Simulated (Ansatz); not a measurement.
A relaxed 1×1 slab of 3 planes, cut along (111) from a fcc crystal of one element, has a cell area of 7.07 Å² and a bulk spacing of 2.333 Å between its first planes. All-electron LAPW in Ansatz 0.2.0 (PBE, scalar-relativistic, no spin polarisation) gives γ = 0.79 J/m², Φ = 3.91 eV and a change of the outer spacing of -0.7 %. The fcc structure needn't be the element's own.

Which element is it?

Al. Other candidates weren't computed, and some may come near.
